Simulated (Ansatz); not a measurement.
## Ta2Nb3B: zone-centre modes

These are results of DFT PBE, scalar-relativistic, plane waves, PAW (Ansatz), not measurements. Plane waves to 420 eV; Γ-centred k mesh 14×14×14; Gaussian smearing of 0.10 eV. No spin polarisation. Phonons by linear response, acoustic sum rule imposed.

The cell, relaxed at this level:
```yaml
crystal:
  lattice:
    - [-1.63633, 1.63633, 9.37273]
    - [1.63633, -1.63633, 9.37273]
    - [1.63633, 1.63633, -9.37273]
  atoms:
    - { symbol: Ta, position: [0.79353, 0.79353, 0.00000] }
    - { symbol: Ta, position: [0.20647, 0.20647, 0.00000] }
    - { symbol: Nb, position: [0.61780, 0.61780, 0.00000] }
    - { symbol: Nb, position: [0.38220, 0.38220, 0.00000] }
    - { symbol: Nb, position: [0.00000, 0.00000, 0.00000] }
    - { symbol: B, position: [0.50000, 0.50000, 0.00000] }
```

The structure comes from a proposed guess, relaxed at this level; another structure or a mixture of phases may lie lower. In a metal, frequencies depend on the k mesh and the smearing, soft modes most. Spin–orbit coupling is left out, which matters for heavy elements.

Optical modes at Γ:
```tsv
frequency (cm⁻¹)	degeneracy
79	2
86	2
101	1
149	2
159	1
170	2
177	1
233	1
517	2
631	1
```

All 15 optical modes at Γ are real: no displacement of atoms at fixed cell lowers the energy to second order. Strains and modes at other wave vectors aren't tested by this run.
